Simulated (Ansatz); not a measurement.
## Ga4P3N (ordering on wurtzite) by several functionals

All numbers come from Ansatz. Values at 0 K without nuclear motion; no magnetic order is allowed, and the phase may be a hypothetical one.

Structure: Ga4P3N as one 8-atom ordering (Pm) on the wurtzite lattice, at its r2SCAN minimum. Around N lie 4 Ga at 1.98–2.13 Å; around P lie 4 Ga at 2.33–2.43 Å; around P lie 4 Ga at 2.29–2.40 Å; around P lie 4 Ga at 2.29–2.34 Å; around Ga lie 1 N at 1.98 Å and 3 P at 2.32–2.33 Å; around Ga lie 4 P at 2.29–2.33 Å; around Ga lie 2 N at 2.13 Å and 2 P at 2.40–2.43 Å; around Ga lie 1 N at 2.00 Å and 3 P at 2.34–2.35 Å.

Space group Pm (No. 6). a = 6.052 Å, b = 3.679 Å, c = 6.387 Å, α = 90.00°, β = 90.30°, γ = 90.00°
```
atom  site  symmetry       x       y       z
   N    1a         m  0.9971  0.0000  0.3339
   P    1b         m  0.0049  0.5000  0.8347
   P    1b         m  0.4952  0.5000  0.1804
   P    1a         m  0.5060  0.0000  0.6536
  Ga    1a         m  0.3247  0.0000  0.3331
  Ga    1b         m  0.3893  0.5000  0.8351
  Ga    1b         m  0.8907  0.5000  0.1988
  Ga    1a         m  0.8920  0.0000  0.6305
```

Gaps on the r2SCAN cell, each the least over its mesh and the special points:

| level | k mesh | gap (eV) | kind | edges | least direct gap (eV) |
| --- | --- | --- | --- | --- | --- |
| PBE | 4×8×4 | 0 | – | – | – |
| PBE+SOC | 4×8×4 | none (overlap 0.01) | – | – | – |
| r2SCAN | 4×8×4 | 0.04 | indirect | Y₂–Γ (0.80) → Γ | 0.12 |

All runs use a smearing of 0.02 eV.
Wave cutoffs: 420 eV, 500 eV (r2SCAN).
Points off the special ones are mesh points or PBE's searched band edges, reused at the other levels. Run but not listed, since they were read on a mesh alone, on too coarse a mesh, or into states of the vacuum: HSE06.

With r2SCAN the valence top lies at Y₂–Γ (0.80 of the way from Y₂) and the conduction bottom at Γ, 0.04 eV higher; the smallest vertical gap, at Γ, is 0.12 eV. (With 0.02 eV of smearing so small a gap leaves both edges partly filled, and it could close between the points sampled.) With PBE+SOC the bands overlap by 0.01 eV (counted from 1, band 72 peaks at B–Γ (0.70 of the way from B) and band 73 bottoms out at Γ–Z (0.10 of the way from Γ)): no gap.

The levels disagree on the kind of gap: indirect with r2SCAN; zero gap with PBE; no gap with PBE+SOC.

Only the levels marked +SOC include spin-orbit coupling.
